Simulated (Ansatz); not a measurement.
## WS₂: do the settings matter for the field gradients?

Cell: an entry of the Crystallography Open Database (COD) (the entry's cell lengths or inner coordinates differ somewhat from later room-temperature determinations).

```cif
data_WS2
_symmetry_space_group_name_H-M 'P6_3/mmc'
_symmetry_Int_Tables_number 194
_cell_length_a 3.1800
_cell_length_b 3.1800
_cell_length_c 12.5000
_cell_angle_alpha 90.000
_cell_angle_beta 90.000
_cell_angle_gamma 120.000
loop_
_atom_site_label
_atom_site_type_symbol
_atom_site_symmetry_multiplicity
_atom_site_Wyckoff_symbol
_atom_site_fract_x
_atom_site_fract_y
_atom_site_fract_z
W W 2 c 0.3333 0.6667 0.2500
S S 4 f 0.3333 0.6667 0.6250
```

One atom of each set is listed.

Reference run. Method: Kohn–Sham DFT in Ansatz, PBE, plane waves and PAW, scalar-relativistic, collinear spin, 420 eV cutoff, Γ-centred 11×11×3 k-points, Fermi–Dirac smearing 0.02 eV. Start moments as typed (μB): 2 on each W, none on the rest.

**Question.** The input is changed as follows: `kpoints.mp_grid.grid`: [11, 11, 3] → [7, 7, 2]; `basis.ecutrho_ratio`: not typed → 4. What happens to V_zz (10²¹ V/m²) and η?

**Answer.** 

```csv
site,V_zz reference,η reference,V_zz changed,η changed
W,-17.91,0.00,-18.02,0.00
S,-4.71,0.00,-4.71,0.00
```

The largest change of V_zz is on W, from -17.91 to -18.02. In per cent, |V_zz| changes by +1 on W, 0 on S (all sites that start above 0.5). SCF iterations: 10 and 10. In the changed run the k-mesh is coarser than the standard one, yet the gradients stay close to the reference.

On the reference run: Without spin–orbit coupling the gradients at and beside W can be off by some per cent, at some sites by more. The start moments die out, and the run ends without spin.
